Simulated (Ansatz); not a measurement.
## VSi2: do energies and stresses tell the same story?

The calculation used DFT PBEsol, scalar-relativistic, plane waves, PAW in Ansatz 0.2.0.

Settings: cutoff 420 eV, Γ-centred mesh 12×12×6 on the computed 9-atom cell, Gaussian smearing of 0.10 eV; no spin polarisation.

Relaxed cell: P6_422, a = 4.522 Å, b = 4.522 Å, c = 6.323 Å, α = 90.00°, β = 90.00°, γ = 120.00°, 9 atoms in the primitive cell. Whether it is the stable form of this composition wasn't checked.

Energies at zero smearing and pressures from the stress tensor, at volumes with shape and atoms relaxed:
```
V (Å³/atom) E − E(first) (meV/atom) P (GPa)
     10.947                     0.00    31.42
     11.320                   -61.39    21.59
     11.693                  -101.63    13.22
     12.067                  -123.87     6.09
     12.440                  -130.76     0.01
     12.813                  -124.59    -5.16
     13.186                  -107.29    -9.56
     13.684                   -69.76   -14.41
```

Check P = −dE/dV between neighbouring volumes, and get the bulk modulus from the pressures alone.

With 1 eV/Å³ = 160.2 GPa:
| middle V (Å³/atom) | −ΔE/ΔV (GPa) | mean P (GPa) |
| --- | --- | --- |
| 11.134 | 26.354 | 26.510 |
| 11.507 | 17.278 | 17.410 |
| 11.880 | 9.547 | 9.659 |
| 12.253 | 2.959 | 3.053 |
| 12.626 | -2.651 | -2.572 |
| 13.000 | -7.428 | -7.358 |
| 13.435 | -12.083 | -11.984 |

The two differ by 0.16 GPa at most. The mean of two end pressures misses the average over a step by about ΔV² P″/12, up to 0.13 GPa here; with that taken off 0.03 GPa remains. The stress is the derivative of the free energy, not of the energy at zero smearing, and with free energies 0.00 GPa remains. Around V = 12.440 Å³/atom, the two neighbours give B = −V ΔP/ΔV = 12.440 × 11.25 / 0.746 = 187.5 GPa, against B0 = 186.3 GPa from the Birch–Murnaghan fit of the energies.

A ferromagnetic start lost its moments in a first run, so spin was left out; other magnetic orders weren't tried.

Cost: 9 runs of about 19 core-minutes in all, on Intel Xeon 6975P-C (Granite Rapids) (shared hosts).